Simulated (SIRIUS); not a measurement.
A self-consistent single point of InAs (Cm, 2 atoms in the cell; from Materials Project mp-20305, changed as shown).

```
CELL_PARAMETERS angstrom
      0.00000     2.99249     2.99249
      3.05356     0.00000     3.05356
      3.05356     3.05356     0.00000
ATOMIC_POSITIONS crystal
  In 0.75000 0.75000 0.75000
  As 0.00000 0.00000 0.00000
```

All values come from this method and carry its errors: PBEsol, PseudoDojo 0.4 standard norm-conserving PBEsol (tails mended) pseudopotentials (plane waves; SIRIUS).

SIRIUS settings:

```
setting                                                                                                          value
--------------------------------------  ------------------------------------------------------------------------------
parameters.ngridk                                                                                                8 8 8
parameters.xc_functionals                                                         [XC_GGA_X_PBE_SOL, XC_GGA_C_PBE_SOL]
parameters.gk_cutoff                                                                                      9.165 1/bohr
parameters.pw_cutoff                                                                                     18.331 1/bohr
parameters.smearing                                                                                               cold
parameters.smearing_width                                                                                0.00183747 Ha
potentials                              PseudoDojo 0.4 standard norm-conserving PBEsol (tails mended) pseudopotentials
parameters.electronic_structure_method                                                                 pseudopotential
parameters.num_bands                                                                                                18
parameters.num_mag_dims                                                                                              0
parameters.num_dft_iter                                                                                            100
parameters.energy_tol                                                                                         1e-07 Ha
parameters.density_tol                                                                                           1e-06
mixer.type                                                                                                    broyden2
mixer.beta                                                                                                         0.7
mixer.use_hartree                                                                                                false
```

Q: Estimate, at this level of theory: pressure and largest force (vector length).

A: The run gave:

| Item | Result |
|---|---|
| Pressure | 0.74 GPa |
| Largest force (vector length) | 0.212 eV/Å |

For comparison: a first run was changed to give this one (lattice vector a scaled by 0.98), and from it to this one the free energy goes up by 3.8 meV/atom, the pressure goes from -0.44 to 0.74 GPa and the largest force goes from 0.000 to 0.212 eV/Å.

The structure comes from a collection of computed structures, made at another level of theory; the collection holds predicted forms beside known ones.

Cost on one core: roughly 4 core-minutes.

“Tails mended”: in these copies of the files the far tail of each local potential was reset to the Coulomb form.
